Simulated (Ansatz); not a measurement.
KBr (rock salt, Fm-3m), PBE in the plane-wave PAW code Ansatz. The conduction-band minimum lies at Γ, with 1 equivalent valley. Second derivatives d²E/dk² of the lowest band at one valley (eV·Å²), along Cartesian directions:

```csv
direction,d²E/dk²
[100],19.61
[010],19.61
[001],19.61
[110],19.61
[101],19.61
[011],19.61
```

Q: Find the principal effective masses, the density-of-states mass and the conductivity mass.

A: Off-diagonal terms follow from H_xy = H[110] − (H_xx + H_yy)/2, and m*/mₑ = 7.620 eV·Å² over each eigenvalue: 0.39, 0.39, 0.39. One valley's DOS mass (m₁m₂m₃)^(1/3) = 0.39, conductivity mass 3/(Σ 1/mᵢ) = 0.39 mₑ.

Q: What effective density of states Nc follows at 300 K for parabolic valleys?

A: Nc = 2.509e19 × 1 × (0.39)^(3/2) ≈ 6.1e18 cm⁻³.

Q: With the computed static dielectric constant 5.69 (mean of the diagonal), estimate a hydrogenic donor's binding energy and radius.

A: E = 13.606 eV × 0.39/5.69² ≈ 160 meV; a = 0.529 Å × ε/m* ≈ 7.7 Å. Semilocal masses tend to be too small where the gap is.

Q: With ε∞ = 2.50 and ω_LO = 151 cm⁻¹, what Fröhlich coupling constant follows?

A: α = (1/ε∞ − 1/ε0) √(m* × 13.606 eV/ħω_LO) = 3.8.

The PBE relaxation kept the symmetry of its start; phonons on a q-mesh show no instability. Spin–orbit coupling is left out wherever it is not named.

Potentials: the later of the program's two PAW sets.
